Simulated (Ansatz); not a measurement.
Consider the following.

Starting cell, W (fcc, Cu type):

```
W
1.0
    0.00000     3.97175     3.97175
    1.98588     1.98588     3.97175
    1.98588     1.98588     0.00000
W
2
Cartesian
  0.00000   0.00000   0.00000
  1.98588   3.97175   5.95763
```

The atoms are displaced by Q × the pattern below (from a DFPT mode at X = (0.5, 0.5, 0.0), largest move 1; Q in Å), at fixed cell. (q is in reciprocal vectors of the primitive cell; the cell shown is doubled to hold the pattern.)

| atom | x | y | z |
|---|---|---|---|
| W1 | 0.000 | 0.000 | -1.000 |
| W2 | 0.000 | 0.000 | 1.000 |

These are LDA (plane waves to 420 eV, PAW, scalar-relativistic; Ansatz, a program for electronic structure) values and carry that method's errors. k mesh 20×20×20 (Γ-centred), Fermi-Dirac smearing 0.05 eV. Energies are smeared free energies. With partly filled bands, energies and forces of such displacements shift with the k mesh and the smearing. Spin-orbit coupling is left out, though W is heavy. This is one of several known forms of W; the measured ambient cells at hand have space group No. 229. W is run without spin polarisation. W was relaxed with its symmetry unable to fall. ΔE is measured from the undisplaced structure.

The scan covers Q from -0.280 to 0.280 Å in 13 points.

### Question
Which space group does the distorted structure have?

### Answer
P4/nmm (No. 129), lowered from Fm-3m.

### Question
Is this a single well or a double well?

### Answer
A single well with its minimum at or next to zero displacement.

### Question
What is the energy change at Q = 0.280 Å?

### Answer
1893 meV/cell.

### Question
What harmonic wavenumber does the curvature at Q = 0 give?

### Answer
220 cm⁻¹.

(For displaced atoms, the force is minus the slope of the energy, and its curvature is a force constant, which sets phonon frequencies.)
